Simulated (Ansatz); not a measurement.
TaSi (rock salt, space group No. 225) at seven volumes, plane-wave PAW PBE (Ansatz code), scaled uniformly. One row is withheld.

| V (Å³/atom) | P (GPa) |
|---|---|
| 15.534 | 18.48 |
| 16.046 | 11.39 |
| 16.558 | ? |
| 17.070 | 0.00 |
| 17.583 | -4.52 |
| 18.095 | -8.41 |
| 18.607 | -11.74 |

Problem. Fit the shown pressures and predict the withheld one.

Solution. P = (3/2)B₀(x^(7/2) − x^(5/2))[1 + (3/4)(B′ − 4)(x − 1)] with x = (V₀/V)^(2/3). Least squares on the six rows gives V₀ = 17.071 Å³/atom, B₀ = 162 GPa, B′ = 4.02. At V = 16.558, x = 1.0205 and P = 5.26 GPa. The run itself gave 5.27 GPa.

Space group Fm-3m (rock salt). A made-up cell: these elements were put on the sites of a structure type; neither database checked (COD, Materials Project) lists it. Its standing as an ambient phase is unchecked. The PBE relaxation kept the symmetry of its start; whether a distortion lowers the energy is not shown. The run is not spin-polarised. Spin–orbit coupling is left out wherever it is not named.

Potentials: the later of the program's two PAW sets.
